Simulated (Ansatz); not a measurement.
### Question
Free-standing sheets of MoGe2N4, MA2Z4 (prismatic core, outer Z over the empty site)-type layer and VSb2Te4, MnBi2Te4-type layer are relaxed with plane-wave PAW r²SCAN+D4 (Ansatz code). Aligned at the vacuum level, what band offsets and what type of junction result?

### Answer
MoGe2N4: VBM -5.55, CBM -4.44 eV; VSb2Te4: VBM -4.23, CBM -3.91 eV. Valence offset 1.32 eV (VSb2Te4 higher), conduction offset 0.54 eV (MoGe2N4 lower): type III (broken gap).

Mismatch of the primitive lattice constants: 2.993 against 4.224 Å, 29.2 %.

Natural alignment of Kohn–Sham levels: no interface dipole, strain or quasiparticle shift.

Spin orders computed, not proven ground states: VSb2Te4, MnBi2Te4-type layer ferromagnetic. All cells were relaxed under the symmetry of their starts (and spin orders); stability against distortions was not tested throughout. Rows with no word on spin ran without spin polarisation. Scalar-relativistic: spin–orbit coupling is off unless named, which matters more the heavier the elements. Constructed layers (a layer type filled with these elements): MoGe2N4, MA2Z4 (prismatic core, outer Z over the empty site)-type layer; VSb2Te4, MnBi2Te4-type layer.

Potentials: the later of the program's two PAW sets.
